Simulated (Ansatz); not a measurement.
TaAs:
```yaml
crystal:
  lattice:
    - [3.21546, 0.00000, 0.00000]
    - [0.00000, 3.21546, 0.00000]
    - [0.00000, 0.00000, 3.21546]
  atoms:
    - { symbol: Ta, position: [0.00000, 0.00000, 0.00000] }
    - { symbol: As, position: [0.50000, 0.50000, 0.50000] }
```

Relaxed with PBE. Special points in fractions of this cell's reciprocal vectors: Γ (0.000, 0.000, 0.000); X (0.000, 0.500, 0.000); M (0.500, 0.500, 0.000); R (0.500, 0.500, 0.500).

Q: List the band energies nearest the Fermi level at these points for PBE in the plane-wave PAW code Ansatz.

A: In eV from the Fermi level; about four levels below and three above (degenerate sets whole), none deeper than 8.9 eV; points with the same levels are listed once.

```
k                    below           above
-  -----------------------  --------------
Γ              -3.00 -3.00  0.01 0.01 0.01
X  -8.23 -2.32 -2.32 -2.03  2.46 3.68 5.72
M        -4.83 -4.83 -3.21  0.11 0.11 1.95
R        -6.36 -6.36 -6.36  2.96 2.96 2.96
```

Space group Pm-3m (CsCl type). The cell is a constructed one: a structure type filled with these elements; neither database checked (COD, Materials Project) lists it. It is not the phase usual at ambient conditions (space group No. 109). The PBE relaxation kept the symmetry of its start; its stability against distortions is not shown here. The run is not spin-polarised. Spin–orbit coupling is left out wherever it is not named.

Potentials: the later of the program's two PAW sets.
